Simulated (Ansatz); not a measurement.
Relaxed-ion elastic tensor of Si$_{2}$Ni (fluorite or antifluorite type, space group No. 225) in GPa (Voigt order), r²SCAN in the plane-wave PAW code Ansatz; density 4.88 g/cm³, 13.03 Å³ per atom.

```json
[
 {"": "1", "1": "203", "2": "141", "3": "141", "4": "0.0", "5": "0.0", "6": "0.0"},
 {"": "2", "1": "141", "2": "203", "3": "141", "4": "0.0", "5": "0.0", "6": "0.0"},
 {"": "3", "1": "141", "2": "141", "3": "203", "4": "0.0", "5": "0.0", "6": "0.0"},
 {"": "4", "1": "0.0", "2": "0.0", "3": "0.0", "4": "91.7", "5": "0.0", "6": "0.0"},
 {"": "5", "1": "0.0", "2": "0.0", "3": "0.0", "4": "0.0", "5": "91.7", "6": "0.0"},
 {"": "6", "1": "0.0", "2": "0.0", "3": "0.0", "4": "0.0", "5": "0.0", "6": "91.7"}
]
```

Problem. Is the crystal mechanically stable?

Solution. Yes: the smallest eigenvalue of C is 61.1 GPa.

Problem. Work out the Voigt, Reuss and Hill averages.

Solution. K_V = 162, K_R = 162, K_H = 162; G_V = 67.2, G_R = 50.9, G_H = 59.1 GPa.

Problem. Give Young's modulus, Poisson's ratio, Pugh's ratio and the universal anisotropy index.

Solution. E = 9KG/(3K + G) = 158 GPa; ν = 0.34; K/G = 2.74 (ductile by the Pugh limit of 1.75); A_U = 5G_V/G_R + K_V/K_R − 6 = 1.60.

Problem. Estimate the sound speeds and the Debye temperature.

Solution. v_l = √((K + 4G/3)/ρ) = 7020 m/s, v_t = √(G/ρ) = 3480 m/s, mean 3910 m/s; Θ = (h/k)(3n/4πV)^(1/3) v_m = 494 K.

Problem. Give the Zener ratio and Young's modulus along [100], [110] and [111].

Solution. A = 2C44/(C11 − C12) = 3.00; 1/E = S11 − 2(S11 − S12 − S44/2)Γ with Γ = 0, 1/4, 1/3 gives 86.2, 163, 231 GPa.

Space group Fm-3m (fluorite or antifluorite type). The cell was relaxed with r²SCAN under the symmetry of its start; of distortions, only those at the zone centre were tested. No spin polarisation was allowed. As this level gives no gap, shear constants depend on the k-mesh and smearing (Fermi–Dirac, 0.1 eV here).

Potentials: the earlier of the program's two PAW sets.
